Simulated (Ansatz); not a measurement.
**Bands of ReP2**

```
CELL_PARAMETERS angstrom
3.08828 0.00000 0.00000
-1.54414 2.67453 0.00000
0.00000 0.00000 5.15013
ATOMIC_POSITIONS crystal
Re 0.00000 0.00000 0.00000
P 0.33333 0.66667 0.32533
P 0.66667 0.33333 0.67467
```

Atoms are numbered in the order listed.

The structure comes from a relaxation in the same program, started in the CdI2 type, and has space group P-3m1. Whether it is a known phase or the ground state wasn't checked.

Spin polarisation is left out, and whether a magnetic state lies lower isn't shown here.

Spin–orbit coupling is left out, though it moves levels of the heavy atoms by tenths of an eV or more.

All numbers below come from DFT, PBE, all-electron LAPW, scalar-relativistic (Ansatz 0.2.0).

The runs use a Γ-centred 12×12×7 k mesh, Fermi–Dirac smearing of 0.08 eV, basis error target 0.5 meV/atom, no spin polarisation.

Points in fractions of the reciprocal vectors of this cell: Γ (0, 0, 0), M (0.5, 0, 0), K (0.333, 0.333, 0), A (0, 0, 0.5), L (0.5, 0, 0.5), H (0.333, 0.333, 0.5). The path joins them by straight lines in the order Γ–M–K–Γ–A–L–H–A–L; legs that retrace an earlier one aren't tabulated. Energies are in eV from the Fermi level.

Q: Metal or insulator at this level of theory?

A: No gap opens: metallic or semimetallic.

Q: Tabulate bands 33 to 38, counted from the lowest band of the run, along the path.

A: 
```json
{"k (1/Å)": "0.00", "point": "Γ", "band 33": "-2.11", "band 34": "-1.05", "band 35": "-1.05", "band 36": "2.70", "band 37": "2.70", "band 38": "2.71"}
{"k (1/Å)": "0.29", "point": "", "band 33": "-2.15", "band 34": "-1.56", "band 35": "-1.30", "band 36": "0.32", "band 37": "1.38", "band 38": "2.51"}
{"k (1/Å)": "0.59", "point": "", "band 33": "-2.89", "band 34": "-2.44", "band 35": "-1.61", "band 36": "-0.96", "band 37": "0.61", "band 38": "1.84"}
{"k (1/Å)": "0.88", "point": "", "band 33": "-3.34", "band 34": "-3.04", "band 35": "-1.65", "band 36": "-1.22", "band 37": "0.86", "band 38": "2.06"}
{"k (1/Å)": "1.17", "point": "M", "band 33": "-3.16", "band 34": "-2.67", "band 35": "-1.72", "band 36": "-1.46", "band 37": "1.33", "band 38": "2.47"}
{"k (1/Å)": "1.34", "point": "", "band 33": "-3.14", "band 34": "-2.91", "band 35": "-2.68", "band 36": "-0.30", "band 37": "1.40", "band 38": "2.56"}
{"k (1/Å)": "1.51", "point": "", "band 33": "-4.29", "band 34": "-3.00", "band 35": "-2.26", "band 36": "0.48", "band 37": "1.65", "band 38": "2.74"}
{"k (1/Å)": "1.68", "point": "", "band 33": "-3.90", "band 34": "-3.27", "band 35": "-1.88", "band 36": "0.78", "band 37": "2.12", "band 38": "2.76"}
{"k (1/Å)": "1.85", "point": "K", "band 33": "-3.50", "band 34": "-3.50", "band 35": "-1.75", "band 36": "0.81", "band 37": "2.78", "band 38": "2.78"}
{"k (1/Å)": "2.19", "point": "", "band 33": "-3.96", "band 34": "-3.59", "band 35": "-2.01", "band 36": "0.13", "band 37": "1.76", "band 38": "3.47"}
{"k (1/Å)": "2.53", "point": "", "band 33": "-3.39", "band 34": "-2.78", "band 35": "-1.87", "band 36": "-1.30", "band 37": "0.85", "band 38": "3.53"}
{"k (1/Å)": "2.87", "point": "", "band 33": "-2.19", "band 34": "-1.60", "band 35": "-1.50", "band 36": "0.01", "band 37": "0.89", "band 38": "3.30"}
{"k (1/Å)": "3.21", "point": "Γ", "band 33": "-2.11", "band 34": "-1.05", "band 35": "-1.05", "band 36": "2.70", "band 37": "2.70", "band 38": "2.71"}
{"k (1/Å)": "3.36", "point": "", "band 33": "-2.24", "band 34": "-1.07", "band 35": "-1.07", "band 36": "2.01", "band 37": "2.01", "band 38": "3.52"}
{"k (1/Å)": "3.51", "point": "", "band 33": "-2.63", "band 34": "-1.12", "band 35": "-1.12", "band 36": "1.47", "band 37": "1.47", "band 38": "3.48"}
{"k (1/Å)": "3.67", "point": "", "band 33": "-3.27", "band 34": "-1.17", "band 35": "-1.17", "band 36": "1.12", "band 37": "1.12", "band 38": "3.24"}
{"k (1/Å)": "3.82", "point": "A", "band 33": "-3.31", "band 34": "-1.19", "band 35": "-1.19", "band 36": "1.00", "band 37": "1.00", "band 38": "3.16"}
{"k (1/Å)": "4.11", "point": "", "band 33": "-2.75", "band 34": "-1.97", "band 35": "-1.61", "band 36": "0.25", "band 37": "1.42", "band 38": "3.78"}
{"k (1/Å)": "4.41", "point": "", "band 33": "-3.26", "band 34": "-2.75", "band 35": "-1.38", "band 36": "0.40", "band 37": "1.82", "band 38": "2.03"}
{"k (1/Å)": "4.70", "point": "", "band 33": "-3.76", "band 34": "-3.31", "band 35": "-0.12", "band 36": "0.48", "band 37": "1.88", "band 38": "1.99"}
{"k (1/Å)": "4.99", "point": "L", "band 33": "-3.96", "band 34": "-3.33", "band 35": "0.95", "band 36": "1.30", "band 37": "1.31", "band 38": "1.88"}
{"k (1/Å)": "5.16", "point": "", "band 33": "-4.20", "band 34": "-3.30", "band 35": "-0.26", "band 36": "0.85", "band 37": "1.16", "band 38": "2.39"}
{"k (1/Å)": "5.33", "point": "", "band 33": "-4.50", "band 34": "-3.26", "band 35": "-1.54", "band 36": "0.11", "band 37": "0.66", "band 38": "2.01"}
{"k (1/Å)": "5.50", "point": "", "band 33": "-4.68", "band 34": "-3.24", "band 35": "-2.46", "band 36": "-0.12", "band 37": "0.26", "band 38": "1.47"}
{"k (1/Å)": "5.67", "point": "H", "band 33": "-5.02", "band 34": "-3.00", "band 35": "-3.00", "band 36": "0.09", "band 37": "0.09", "band 38": "1.07"}
{"k (1/Å)": "6.01", "point": "", "band 33": "-3.80", "band 34": "-3.06", "band 35": "-2.20", "band 36": "-0.66", "band 37": "0.58", "band 38": "2.14"}
{"k (1/Å)": "6.35", "point": "", "band 33": "-3.67", "band 34": "-2.23", "band 35": "-1.96", "band 36": "-0.31", "band 37": "1.93", "band 38": "2.06"}
{"k (1/Å)": "6.69", "point": "", "band 33": "-2.76", "band 34": "-2.08", "band 35": "-1.67", "band 36": "0.02", "band 37": "1.65", "band 38": "3.83"}
{"k (1/Å)": "7.03", "point": "A", "band 33": "-3.31", "band 34": "-1.19", "band 35": "-1.19", "band 36": "1.00", "band 37": "1.00", "band 38": "3.16"}
```
